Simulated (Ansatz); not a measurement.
Te (trigonal-Te type, space group P3_121)

```
Te
1.0
    4.52111     0.00000     0.00000
   -2.26056     3.91540     0.00000
    0.00000     0.00000     5.95492
Te
3
Cartesian
  1.21222   0.00000   1.98497
 -0.60611   1.04981   3.96994
  1.65445   2.86559   0.00000
```

Two-dimensional scan of atom 2 (Te, nearest neighbour Te at 2.889 Å; its periodic images, 4.5 Å or more away, move with it): u runs along (0.707, 0.707, 0.000), v along (0.000, 0.000, 1.000) (Cartesian). Cell and other atoms are fixed.

Method: PBE (plane waves to 420 eV, PAW, scalar-relativistic; Ansatz, an electronic-structure program). k mesh 7×7×5 (Γ-centred), Fermi-Dirac smearing 0.05 eV. Stress and pressure are positive under compression. Points where atoms come too close for the PAW data are left out (x in tables, blank in figures). As the smearing reaches across the gap at some points, energies and forces of such displacements shift with the k mesh and the smearing. Spin-orbit coupling is left out, though Te is heavy. Te was relaxed with its symmetry unable to fall. The PAW data are Ansatz's earlier set. 

| P (GPa) | u = -0.950 | u = -0.633 | u = -0.317 | u = 0.000 | u = 0.317 | u = 0.633 | u = 0.950 |
|---|---|---|---|---|---|---|---|
| v = -0.950 | 14.8 | 10.3 | 9.7 | 10.9 | ? | 14.0 | 14.1 |
| v = -0.633 | 8.3 | 5.6 | 4.7 | 5.1 | 6.0 | 6.9 | ? |
| v = -0.317 | 5.0 | ? | 1.7 | 1.3 | 1.6 | 2.4 | 3.3 |
| v = 0.000 | 5.6 | 3.2 | 1.2 | 0.0 | -0.1 | 0.7 | 2.2 |
| v = 0.317 | 11.3 | ? | 3.6 | 1.3 | 0.6 | 1.5 | 4.0 |
| v = 0.633 | 23.6 | 16.4 | 9.6 | 5.1 | 3.3 | 4.4 | 8.9 |
| v = 0.950 | x | x | 19.0 | 10.9 | ? | 8.8 | 16.6 |

Problem. What belongs in the gaps?

Solution. 
- v = -0.950, u = 0.317: 12.8
- v = -0.633, u = 0.950: 7.4
- v = -0.317, u = -0.633: 2.9
- v = 0.317, u = -0.633: 7.3
- v = 0.950, u = 0.317: 7.5

(For displaced atoms, the force is minus the slope of the energy, and its curvature is a force constant, which sets phonon frequencies.)
